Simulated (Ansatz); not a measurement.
Sb:
```yaml
crystal:
  lattice:
    - [-3.30801, 3.30801, 3.30801]
    - [3.30801, -3.30801, 3.30801]
    - [3.30801, 3.30801, -3.30801]
  atoms:
    - { symbol: Sb, position: [0.69099, 0.00000, 0.00000] }
    - { symbol: Sb, position: [0.00000, 0.69099, 0.00000] }
    - { symbol: Sb, position: [0.00000, 0.00000, 0.69099] }
    - { symbol: Sb, position: [0.30901, 0.30901, 0.30901] }
```

The program Ansatz at the PBE+D3(BJ) level (PAW) gives a gap of 0.15 eV without spin–orbit coupling, maximum at Γ, minimum at Γ.

**Question.** What happens when spin–orbit coupling is switched on?

**Answer.** The gap closes at this level.

Space group I-43m. The start of the workflow was typed in or built on a structure type; neither database checked (COD, Materials Project) lists it. It is not the phase usual at ambient conditions (space group No. 166). Symmetry was held in the PBE+D3(BJ) relaxation; whether a distortion lowers the energy is not shown.

Potentials: the later of the program's two PAW sets.
